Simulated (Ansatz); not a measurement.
# AlPd: from a starting cell to a relaxed one

The relaxed structure here is a generated cell of AlPd: the first start was made by placing the elements on the sites of a structure type, and the end was not matched to a known phase here, so it may be hypothetical.

The start is a generated cell, AlPd built in the AFLOW prototype AB_oP2_25_b_a (as in CdTe). The structure is fully relaxed (lattice and positions, P = 0) with PBE (plane waves to 420 eV, PAW, scalar-relativistic; Ansatz, a program for electronic structure). The first steps use a coarse 13×7×12 k-mesh.

Initial structure:
```yaml
crystal:
  lattice:
    - [2.42101, 0.00000, 0.00000]
    - [0.00000, 4.52980, 0.00000]
    - [0.00000, 0.00000, 2.60735]
  atoms:
    - { symbol: Al, position: [0.00000, 0.50000, 0.25000] }
    - { symbol: Pd, position: [0.00000, 0.00000, 0.00000] }
```

Q: What pressure does the first self-consistent step give?

A: +33.3 GPa (positive: the cell is compressed).

Q: Which atoms feel the largest initial force, and how large is it?

A: 0.97 eV/Å, on Al1, Pd2 (atoms numbered as listed).

Q: Does the structure survive the relaxation? Give the final space group.

A: The space group goes from Pmm2 (No. 25) to Pmmm (No. 47), with 2 atoms in the primitive cell.

Q: How much energy is released per atom?

A: 0.61 eV/atom.

Q: How does the volume per atom move from start to end?

A: +18.7 %, from 14.30 to 16.97 Å³/atom.

Q: How do the shortest distances between atoms change?

A: The closest pairs of elements (up to four, under 3.6 Å), start → end: Al–Pd 2.36 → 2.53 Å; Al–Al 2.42 → 2.81 Å; Pd–Pd 2.42 → 2.81 Å.

Q: Is the relaxed structure metallic? Give its gap.

A: Zero (metallic).

Q: Give the final cell and atomic positions.

A: 
Space group Pmmm (No. 47); a = 2.806 Å, b = 2.866 Å, c = 4.219 Å, α = β = γ = 90.00°

| atom | site | symmetry | x | y | z |
|---|---|---|---|---|---|
| Al | 1d | mmm | 0.5000 | 0.0000 | 0.5000 |
| Pd | 1a | mmm | 0.0000 | 0.0000 | 0.0000 |

Final values are on a 16×16×11 k-mesh of the relaxed cell. No spin polarisation in the result.

The run could not lose the symmetry of its start: the end is stationary, and may be a saddle point rather than a minimum.
